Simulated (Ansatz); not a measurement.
**Pressure against volume in Mo₂W₃**

The structure comes from a generated guess, relaxed at this level; another structure or a mixture of phases may lie lower.

Method: DFT PBE, scalar-relativistic, plane waves, PAW (Ansatz 0.2.0). Settings of the last relaxation (5-atom cell): 420 eV, 14×14×14 k points, Gaussian smearing of 0.10 eV, no spin polarisation.

Space group Fmmm (No. 69). a = 3.173 Å, b = 4.492 Å, c = 22.452 Å, α = 90.00°, β = 90.00°, γ = 90.00°
```csv
atom,site,symmetry,x,y,z
Mo,8i,mm2,0.0000,0.0000,0.2003
W,8i,mm2,0.0000,0.0000,0.3995
W,4a,mmm,0.0000,0.0000,0.0000
```

The cell was set to several volumes, with shape and atoms relaxed at each where symmetry leaves them free. Pressure is positive in compression, and energies count from the lowest row. No row has a gap on its mesh.

```tsv
row	V (Å³/atom)	P (GPa)	ΔE (meV/atom)
1	14.083	47.71	256.0
2	14.563	32.83	135.9
3	15.043	?	?
4	15.523	9.26	13.5
5	16.003	-0.01	0.0
6	16.483	-7.92	12.2
7	16.964	-14.68	46.4
8	17.604	-22.16	120.5
```

**Question.** Find B = −V·ΔP/ΔV from rows 4 and 6 and from rows 1 and 2, and from the two its slope B′ and its value B0 at zero pressure.

**Answer.** Rows 4 and 6 give −(15.523 + 16.483)/2 × (-7.92 − (9.26))/(16.483 − 15.523) = 286.4 GPa at a mean pressure of 0.67 GPa. Rows 1 and 2 give −(14.083 + 14.563)/2 × (32.83 − (47.71))/(14.563 − 14.083) = 444.0 GPa at a mean pressure of 40.27 GPa. So B′ = (444.0 − 286.4)/(40.27 − (0.67)) = 3.98 and B0 = 286.4 − 3.98 × (0.67) = 283.7 GPa. A third-order Birch–Murnaghan fit to all the energies gives B0 = 285.0 GPa and B′ = 4.2.

**Question.** Estimate the pressure and energy of row 3.

**Answer.** From row 5, V0 = 16.003 × (1 + (-0.01)/283.7) = 16.002 Å³/atom. Murnaghan's form P = (B0/B′)·[(V0/V)^B′ − 1] gives (283.7/3.98) × [(16.002/15.043)^3.98 − 1] = 19.88 GPa; the computed pressure is 20.12 GPa, so the estimate is off by -0.24 GPa. The work of compression from row 4, with the mean of the two pressures, gives ΔE = 13.5 + (19.88 + 9.26)/2 × (15.523 − 15.043)/160.2 × 1000 = 57.2 meV/atom (1 eV/Å³ = 160.2 GPa); the computed value is 57.1 meV/atom.

Spin–orbit coupling, which can matter for W, is left out. All volumes keep the k mesh of the relaxed cell. A structure relaxed within its symmetry needn't be a true minimum.
